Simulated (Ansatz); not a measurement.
Ga2O3 in space group R-3m (No. 166; Ga on 6c, O on 3a, O on 6c), LDA (plane waves, PAW; program Ansatz), all energies at zero smearing, with the estimated change up to a 700 eV cutoff added, with one set of potentials and settings (totals compare only within such a set). Cell of 5 atoms (2 Ga, 3 O): -9081.097 eV.

```csv
element,reference phase,E (eV/atom)
Ga,"Cmce, 4 atoms in the cell",-3706.9815
O,"C2/m, 4 atoms in the cell, spin-polarised",-552.6518
```

Formation energy per atom, worked out: (-9081.097 − 2×(-3706.9815) − 3×(-552.6518))/5 = -1.836 eV/atom (-177 kJ per mol of atoms), at 0 K, without zero-point energy or fitted corrections.

A made-up cell: these elements were put on the sites of a structure type; neither database checked (COD, Materials Project) lists it. It is not the phase usual at ambient conditions (space group No. 12, 167). The LDA relaxation kept the symmetry of its start. At this level the phase is dynamically unstable (imaginary phonons). A crystal of weakly bound layers computed without a dispersion correction: the cell and the soft elastic constants depend strongly on that. The references are the lowest solids computed at this level, not always the standard phases (solids in place of the gases).

Potentials: the later of the program's two PAW sets.
